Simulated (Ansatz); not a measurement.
Starting cell, BN (wurtzite):

```yaml
crystal:
  lattice:
    - [5.08665, 0.00000, 0.00000]
    - [-1.27166, 2.20258, 0.00000]
    - [0.00000, 0.00000, 4.20685]
  atoms:
    - { symbol: B, position: [0.33333, 0.33333, 0.99990] }
    - { symbol: B, position: [0.83333, 0.33333, 0.99990] }
    - { symbol: B, position: [0.16667, 0.66667, 0.49990] }
    - { symbol: B, position: [0.66667, 0.66667, 0.49990] }
    - { symbol: N, position: [0.33333, 0.33333, 0.62530] }
    - { symbol: N, position: [0.83333, 0.33333, 0.62530] }
    - { symbol: N, position: [0.16667, 0.66667, 0.12530] }
    - { symbol: N, position: [0.66667, 0.66667, 0.12530] }
```

The atoms are displaced by Q × the pattern below (from a DFPT mode at M = (0.5, 0.0, 0.0), largest move 1; Q in Å), at fixed cell. (q is in reciprocal vectors of the primitive cell; the cell shown is doubled to hold the pattern.)

| atom | x | y | z |
|---|---|---|---|
| B1 | -0.327 | -0.189 | -0.649 |
| B2 | 0.327 | 0.189 | 0.649 |
| B3 | 0.327 | 0.189 | -0.649 |
| B4 | -0.327 | -0.189 | 0.649 |
| N5 | -0.712 | -0.411 | 0.569 |
| N6 | 0.712 | 0.411 | -0.569 |
| N7 | 0.712 | 0.411 | 0.569 |
| N8 | -0.712 | -0.411 | -0.569 |

All values below come from r2SCAN (plane waves to 500 eV, PAW, scalar-relativistic; Ansatz, a quantum-chemistry and plane-wave program). k mesh 15×15×8 (Γ-centred), Fermi-Dirac smearing 0.05 eV. BN was relaxed with its symmetry unable to fall. The PAW data are Ansatz's earlier set.

At one point of the scan the forces (eV/Å) are:

| atom | Fx | Fy | Fz |
|---|---|---|---|
| B1 | -0.358 | -0.207 | -0.603 |
| B2 | 0.318 | 0.183 | 0.746 |
| B3 | 0.358 | 0.207 | -0.603 |
| B4 | -0.318 | -0.183 | 0.746 |
| N5 | -0.981 | -0.566 | 0.694 |
| N6 | 0.922 | 0.532 | -0.837 |
| N7 | 0.981 | 0.566 | 0.694 |
| N8 | -0.922 | -0.532 | -0.837 |

### Question
Which point is it?
A) Q = -0.083 Å
B) Q = -0.033 Å
C) Q = -0.017 Å
D) Q = -0.100 Å

### Answer
B, Q = -0.033 Å

(For displaced atoms, the force is minus the slope of the energy, and its curvature is a force constant, which sets phonon frequencies.)
